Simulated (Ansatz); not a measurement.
Data:

La4Sb3:
```cif
data_La8Sb6
_chemical_formula_sum 'La8 Sb6'
_space_group_name_H-M_alt 'P 1'
_space_group_IT_number 1
_cell_length_a 8.42013
_cell_length_b 8.42013
_cell_length_c 8.42013
_cell_angle_alpha 109.471
_cell_angle_beta 109.471
_cell_angle_gamma 109.471
loop_
_space_group_symop_operation_xyz
  'x, y, z'
loop_
_atom_site_label
_atom_site_type_symbol
_atom_site_fract_x
_atom_site_fract_y
_atom_site_fract_z
_atom_site_occupancy
La1 La 0.14086 0.14086 0.14086 1
La2 La 0.85914 0.50000 0.00000 1
La3 La 0.50000 0.00000 0.35914 1
La4 La 0.00000 0.85914 0.50000 1
La5 La 0.35914 0.50000 0.00000 1
La6 La 0.64086 0.64086 0.64086 1
La7 La 0.00000 0.35914 0.50000 1
La8 La 0.50000 0.00000 0.85914 1
Sb1 Sb 0.25000 0.62500 0.37500 1
Sb2 Sb 0.37500 0.25000 0.62500 1
Sb3 Sb 0.75000 0.87500 0.12500 1
Sb4 Sb 0.12500 0.75000 0.87500 1
Sb5 Sb 0.62500 0.37500 0.25000 1
Sb6 Sb 0.87500 0.12500 0.75000 1
```

This is the r²SCAN-relaxed structure.

**Question.** All from r²SCAN (plane waves, PAW; program Ansatz), unless another level is named. Give the electronic character.

**Answer.** metallic (no gap).

**Question.** Predict the formation energy from the elements (no fitted shifts).

**Answer.** -1.33 eV/atom.

**Question.** What about the density of states at the Fermi level?

**Answer.** 1.2 states/eV per atom (mean over ±0.08 eV).

Space group I-43d. The workflow started from an entry of the Crystallography Open Database (COD). Its standing as an ambient phase is unchecked. The cell was relaxed with r²SCAN under the symmetry of its start; its stability against distortions is not shown here. The references are the lowest solids computed at this level, not always the standard phases. Spin–orbit coupling is left out wherever it is not named.

Potentials: the later of the program's two PAW sets.
